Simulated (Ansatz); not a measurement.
Data:

V:
```cif
data_V
_chemical_formula_sum 'V1'
_space_group_name_H-M_alt 'P 1'
_space_group_IT_number 1
_cell_length_a 2.56170
_cell_length_b 2.56170
_cell_length_c 2.56170
_cell_angle_alpha 109.471
_cell_angle_beta 109.471
_cell_angle_gamma 109.471
loop_
_space_group_symop_operation_xyz
  'x, y, z'
loop_
_atom_site_label
_atom_site_type_symbol
_atom_site_fract_x
_atom_site_fract_y
_atom_site_fract_z
_atom_site_occupancy
V1 V 0.00000 0.00000 0.00000 1
```

This is the PBEsol-relaxed structure.

### Question
All from the program Ansatz at the PBEsol level (PAW), unless another level is named. Predict the bulk modulus (Birch–Murnaghan fit).

### Answer
197 GPa.

### Question
And the elastic constants (relaxed ions, GPa)?

### Answer
C11 = 293, C12 = 149, C44 = 21.5.

Space group Im-3m (bcc (W type)). The cell was relaxed with PBEsol under the symmetry of its start. The workflow began spin-polarised and lost its moments. As this level gives no gap, shear constants depend on the k-mesh and smearing (Fermi–Dirac, 0.1 eV here). On the denser mesh and wider smearing of the elastic run this cell carries a stress of 0.4 GPa.

Potentials: the later of the program's two PAW sets.
